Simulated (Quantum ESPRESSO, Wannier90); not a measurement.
# Tight-binding from DFT: TiFe (CsCl type)

Cell from Materials Project (mp-305), symmetrised, no further relaxation. COD (Crystallography Open Database) has an entry of this formula and space group (matched by these alone). Computed values, not measurements, from PBEsol: Quantum ESPRESSO (norm-conserving PseudoDojo potentials, cutoff 72 Ry, no spin polarisation, no spin-orbit coupling) on a Γ-centred 8×8×8 mesh, then Wannier90. Density: 14×14×14 mesh, cold smearing 0.01 Ry. A non-magnetic state is assumed; magnetic ones were not tried.

```
begin unit_cell_cart
ang
    2.9386800000    0.0000000000    0.0000000000
    0.0000000000    2.9386800000    0.0000000000
    0.0000000000    0.0000000000    2.9386800000
end unit_cell_cart
mp_grid = 8 8 8
```

**Question.** Which shells of neighbouring k-points and which b-vectors and weights does Wannier90 pick for this cell and mesh?

**Answer.** 
```
 *---------------------------------- K-MESH ----------------------------------*
 +----------------------------------------------------------------------------+
 |                    Distance to Nearest-Neighbour Shells                    |
 |                    ------------------------------------                    |
 |          Shell             Distance (Ang^-1)          Multiplicity         |
 |          -----             -----------------          ------------         |
 |             1                   0.267262                      6            |
 |             2                   0.377966                     12            |
 |             3                   0.462912                      8            |
 |             4                   0.534524                      6            |
 |             5                   0.597617                     24            |
 |             6                   0.654656                     24            |
 |             7                   0.755932                     12            |
 |             8                   0.801787                     30            |
       ... (lines left out)
 +----------------------------------------------------------------------------+
 | The b-vectors are chosen automatically                                     |
 | The following shells are used:                       1                     |
 +----------------------------------------------------------------------------+
 |                        Shell   # Nearest-Neighbours                        |
 |                        -----   --------------------                        |
 |                          1               6                                 |
 +----------------------------------------------------------------------------+
 | Completeness relation is fully satisfied [Eq. (B1), PRB 56, 12847 (1997)]  |
 +----------------------------------------------------------------------------+
 |                  b_k Vectors (Ang^-1) and Weights (Ang^2)                  |
 |                  ----------------------------------------                  |
 |            No.         b_k(x)      b_k(y)      b_k(z)        w_b           |
 |            ---        --------------------------------     --------        |
 |             1         0.000000    0.000000    0.267262     6.999948        |
 |             2         0.000000    0.267262    0.000000     6.999948        |
 |             3         0.267262    0.000000    0.000000     6.999948        |
 |             4         0.000000    0.000000   -0.267262     6.999948        |
 |             5         0.000000   -0.267262    0.000000     6.999948        |
 |             6        -0.267262    0.000000    0.000000     6.999948        |
```
